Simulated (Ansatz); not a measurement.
AlGa3P4, ordered on the zincblende lattice (Amm2) with 8 atoms a cell at its r2SCAN geometry, run in the PAW code Ansatz at 2 levels of theory. The cell comes from a prototype generator: it can be a known phase or a hypothetical one. No magnetic order is allowed.

The PBE+SOC input:
```yaml
crystal:
  lattice:
    - [3.8623011466, 0.0, 0.0]
    - [0.0, 3.8602667488, 5.4550963236]
    - [0.0, -3.8602667488, 5.4550963236]
  atoms:
    - { symbol: Al, position: [0.0, 0.0002908353, 0.0002908353] }
    - { symbol: Ga, position: [0.5, 0.0001822134, 0.499844459] }
    - { symbol: Ga, position: [0.5, 0.499844459, 0.0001822134] }
    - { symbol: Ga, position: [0.0, 0.499809365, 0.499809365] }
    - { symbol: P, position: [0.5, 0.1249603743, 0.1249603743] }
    - { symbol: P, position: [0.0, 0.124894227, 0.6250830397] }
    - { symbol: P, position: [0.0, 0.6250830397, 0.124894227] }
    - { symbol: P, position: [0.5, 0.6249354861, 0.6249354861] }
kpoints:
  mp_grid: { grid: [6, 4, 4] }
  band_path:
    path:
      - [0.0, 0.0, 0.0]
      - [0.0, 0.5, 0.5]
      - [0.0, 0.6248099556, 0.3751900444]
      - [0.0, 0.3751900444, -0.3751900444]
      - [0.5, 0.0, 0.0]
      - [0.5, 0.3751900444, -0.3751900444]
      - [0.5, 0.6248099556, 0.3751900444]
      - [0.5, 0.5, 0.5]
      - [0.0, 0.5, 0.0]
    npoints: 1
hamiltonian:
  xc: pbe
scf:
  occupations: { method: fixed }
  n_extra_bands: 12
magnetization:
  noncollinear: true
  spin_orbit: true
output:
  forces: true
  stress: true
  eigenvalues: true
```

Main results, then, where recorded, the levels near the gap in eV from the Fermi energy (columns number the bands from 0), one row a point of the path (Γ, Y, C₀, Σ₀, Z, A₀, E₀, T, S):
```
Crystal: 8 atoms, lattice volume = 162.666 Å³
Symmetry: 4 space group operations + 4 with time reversal
Magnetic group: BNS 38.188 (UNI 286)
```
```
Basis set: ecut = 420 eV, 3203 PW (Γ)
k-points: 28 of 96 (time reversal used)
SCF 1 converged in 9 iterations: F = -14913.322686 eV  dr2 = 6.05e-8
Free energy (F): -14913.322686 eV
Fermi energy:    6.559574 eV
--- Forces (eV/Å), atoms counted from 1 ---
  atom   1  Al      0.00000      0.00000    -0.01112
  atom   2  Ga      0.00000    -0.01273    -0.00017
  atom   3  Ga      0.00000      0.01273    -0.00017
  atom   4  Ga      0.00000      0.00000      0.00905
  atom   5  P       0.00000      0.00000    -0.06876
  atom   6  P       0.00000    -0.04964      0.03593
  atom   7  P       0.00000      0.04964      0.03593
  atom   8  P       0.00000      0.00000    -0.00069
--- Stress (GPa, compression-positive) ---
        2.188713       0.000000       0.000000
        0.000000       2.182576       0.000000
        0.000000       0.000000       2.170842
  P = ⅓ Tr σ = 2.1807 GPa (21.807 kbar)
```
```tsv
band_56	band_57	band_58	band_59	band_60	band_61	band_62	band_63	band_64	band_65	band_66	band_67
-0.082	-0.082	-0.005	-0.005	0.000	0.000	1.616	1.616	1.685	1.685	1.763	1.763
-1.529	-1.529	-1.135	-1.135	-1.131	-1.131	2.209	2.209	2.382	2.382	3.241	3.241
-1.589	-1.586	-1.469	-1.468	-0.628	-0.625	2.628	2.629	2.742	2.749	2.857	2.867
-1.589	-1.586	-1.469	-1.468	-0.628	-0.625	2.628	2.629	2.742	2.749	2.857	2.867
-3.233	-3.233	-1.141	-1.141	-1.127	-1.127	3.247	3.247	3.278	3.278	4.546	4.546
-1.837	-1.835	-1.264	-1.261	-1.236	-1.223	1.839	1.846	1.937	1.943	2.258	2.262
-1.837	-1.835	-1.264	-1.261	-1.236	-1.223	1.839	1.846	1.937	1.943	2.258	2.262
-1.073	-1.073	-1.032	-1.032	-0.996	-0.996	1.549	1.549	1.620	1.620	1.710	1.710
-0.680	-0.680	-0.584	-0.584	-0.524	-0.524	2.238	2.238	2.302	2.302	2.521	2.521
```

The PBE+SOC gap is indirect, 1.55 eV (Γ to T), below the direct gap of 1.62 eV at Γ.

HSE06. Against the first input these blocks differ (the band path and keys that only write files left aside):
```yaml
kpoints:
  mp_grid: { grid: [4, 2, 2] }
hamiltonian:
  xc: hse06
scf:
  occupations: { method: fixed }
  n_extra_bands: 6
```
(magnetization left out)

```
Basis set: ecut = 420 eV, 3203 PW (Γ)
k-points: 9 of 16
SCF 1 stopped early in 3 iterations: F = -14912.836435 eV  dr2 = 1.94e-4
Exchange kernel: α = 0.2500, screened, ω = 0.2079 Å⁻¹, Wigner–Seitz truncation, v(0) = 1013.7208 eV·Å³, q-mesh 4×2×2
SCF 2 stopped early in 7 iterations: F = -14917.069459 eV  dr2 = 3.48e-6
hybrid outer 1: dexx = +2.998e-2 eV, tail = 8.47e-5 eV
SCF 3 converged in 6 iterations: F = -14917.068914 eV  dr2 = 1.49e-9
hybrid outer 2: dexx = +3.404e-6 eV, tail = 4.97e-8 eV, Δε = 3.47e-3 eV, ΔF = 4.81e-3 eV/Å
Free energy (F): -14917.068914 eV
Fermi energy:    6.095503 eV
--- Forces (eV/Å), atoms counted from 1 ---
  atom   1  Al      0.00000      0.00000    -0.03319
  atom   2  Ga      0.00000    -0.01337    -0.03243
  atom   3  Ga      0.00000      0.01337    -0.03243
  atom   4  Ga      0.00000      0.00000    -0.02798
  atom   5  P       0.00000      0.00000    -0.03586
  atom   6  P       0.00000    -0.02677      0.06282
  atom   7  P       0.00000      0.02677      0.06282
  atom   8  P       0.00000      0.00000      0.03630
--- Stress (GPa, compression-positive) ---
        0.851027       0.000000       0.000000
        0.000000       0.684857       0.000000
        0.000000       0.000000       0.003551
  P = ⅓ Tr σ = 0.5131 GPa (5.131 kbar)
```
```tsv
band_28	band_29	band_30	band_31	band_32	band_33
-0.011	0.000	0.000	2.303	2.566	2.574
-1.637	-1.219	-1.195	3.019	3.182	4.167
-1.705	-1.572	-0.654	3.461	3.576	3.691
-1.705	-1.572	-0.654	3.461	3.576	3.691
-3.467	-1.226	-1.189	4.177	4.188	5.387
-1.946	-1.339	-1.300	2.569	2.646	3.043
-1.946	-1.339	-1.300	2.569	2.646	3.043
-1.129	-1.090	-1.076	2.261	2.294	2.490
-0.734	-0.573	-0.557	3.149	3.167	3.326
```

HSE06 gives an indirect gap of 2.26 eV, from Γ to T; the least direct gap is 2.30 eV at Γ. The mean pressure at these positions is +0.5 GPa, compression counted positive. (The program warns that its thresholds are loose for a hybrid's stress.)

The hybrids run on coarser meshes, which limits their stresses and small splittings of levels.

Totals of different functionals, or with and without spin-orbit coupling, can't be compared.

Only the levels marked +SOC include spin-orbit coupling.
